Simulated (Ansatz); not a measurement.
TiSi$_{2}$ (C49 type, space group Cmcm)

```xyz
6
Lattice="1.7636 -6.7617 0.0000 1.7636 6.7617 0.0000 0.0000 0.0000 3.5656" Properties=species:S:1:pos:R:3 pbc="T T T"
Si     1.7636    -5.9734     2.6742
Si     1.7636     5.9734     0.8914
Si     1.7636     3.3770     2.6742
Si     1.7636    -3.3770     0.8914
Ti     1.7636    -1.3958     2.6742
Ti     1.7636     1.3958     0.8914
```

Scan: atom 1 (Si, nearest neighbour Si at 2.380 Å; its periodic images, 3.5 Å or more away, move with it) is displaced along Cartesian [110], direction (0.707, 0.707, 0.000) in Cartesian axes, by s. The other atoms stay.

Level of theory: r2SCAN (plane waves to 500 eV, PAW, scalar-relativistic; Ansatz, a program for electronic structure). k mesh 11×11×11 (Γ-centred), Fermi-Dirac smearing 0.05 eV. E stands for the smeared free energy. With partly filled bands, energies and forces of such displacements shift with the k mesh and the smearing. The PAW data are Ansatz's earlier set. This is one of several known forms of TiSi2; the measured ambient cells at hand have space group No. 70. TiSi2 is run without spin polarisation. TiSi2 was relaxed with its symmetry unable to fall. The zero of ΔE is the undisplaced structure. The last digit holds for this mesh only.

```tsv
s (Å)	ΔE (meV/cell)
-0.480	1075.5
-0.384	677.1
-0.288	376.9
-0.192	166.4
-0.096	41.4
0.000	0.0
0.096	41.1
0.192	withheld
0.288	363.5
0.384	638.4
0.480	983.3
```

Task: Fit a polynomial form (powers 2, 3, 4) to the given rows and predict ΔE at s = 0.192.

Result: Least squares on the 10 given rows: ΔE = (4453)·s² + (-396.8)·s³ + (63.23)·s⁴, in meV/cell with s in Å; root-mean-square residual 2.14 meV/cell. At 0.192 the fit gives 161.4 meV/cell; the calculation gives 163.2 meV/cell, so the interpolation is off by -1.8 (-1.1 %). The quadratic term alone would give 164.2 meV/cell.

(For displaced atoms, the force is minus the slope of the energy, and its curvature is a force constant, which sets phonon frequencies.)
